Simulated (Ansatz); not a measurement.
Mg (hcp, Mg type)

```xyz
2
Lattice="3.1731 0.0000 0.0000 -1.5865 2.7480 0.0000 0.0000 0.0000 5.1825" Properties=species:S:1:pos:R:3 pbc="T T T"
Mg     0.0000     1.8320     3.8869
Mg     1.5865     0.9160     1.2956
```

The slice is a (0001) plane (indices of the conventional cell) through the point (0.333, 0.667, 0.750) (fractional), spanned by u = [110] and v = [1 -1 0] in vectors of this cell: u (3.17 Å) and v (5.50 Å, at 90° to u). It covers one period; positions are fractions (u, v).

Method: r2SCAN (plane waves to 500 eV, PAW, scalar-relativistic; Ansatz, a program for electronic structure). k mesh 17×17×9. Inside the PAW spheres the values are not all-electron values, and peaks at nuclei hang on which shells count as valence. Mg was relaxed with its symmetry unable to fall.

What is the valence density on the shortest Mg–Mg line in this plane (3.17 Å), at its midpoint?

0.10 e/Å³.

The ELF has a maximum in the middle third of the Mg–Mg line. Where, and how high?

0.58, 1.6 Å from Mg.

Predict the map of the electrostatic potential energy of an electron, from the cell's mean on the slice.


```
|xxxxxxxxxx--##%%##--xxxxxxxx|
|xxxxxxxx  ++%%%%%%++  xxxxxx|
|xxxxxxxx--##@@@@@@##--xxxxxx|
|xxxx  --**%%@@@@@@%%**--  xx|
|----++**##%%@@@@@@%%##**++--|
|########%%##########%%######|
|@@@@%%##**++==--==++**##%%@@|
|@@@@%%**--  xxxxxx  --**%%@@|
|@@%%**--xxxxxxxxxxxxxx--**%%|
|%%##++  xxxxxxxxxxxxxx  ++##|
|%%##--xxxxxxxxxxxxxxxxxx--##|
|%%**--xxxxxxxxxxxxxxxxxx--**|
|%%##--xxxxxxxxxxxxxxxxxx--##|
|%%%%++  xxxxxxxxxxxxxx  ++%%|
|@@@@##--xxxxxxxxxxxxxx--##@@|
|@@@@%%**--  xxxxxx  --**%%@@|
|@@@@%%##**++------++**##%%@@|
|######%%##############%%####|
|--==++**##%%@@@@@@%%##**++==|
|xxxx  --**%%@@@@@@%%**--  xx|
|xxxxxxxx--**%%@@%%**--xxxxxx|
|xxxxxxxx  ++##%%##++  xxxxxx|
|xxxxxxxxxx--##%%##--xxxxxxxx|
|xxxxxxxxxx--**%%**--xxxxxxxx|
```
Scale: ten equal steps from -1.41 (start of ' ') to 5.99 (end of '@'), in the order ' .:-=+*#%@'. Values: electrostatic potential energy of an electron, from the cell's mean, in eV. The map has 14 points along u (two characters each, u = 0 at the left) and 24 along v (v = 0 in the bottom row). Points within 1 Å of a nucleus are blanked (x), as the pseudised field means little there. The zero, the cell's mean, hangs on the PAW cores.
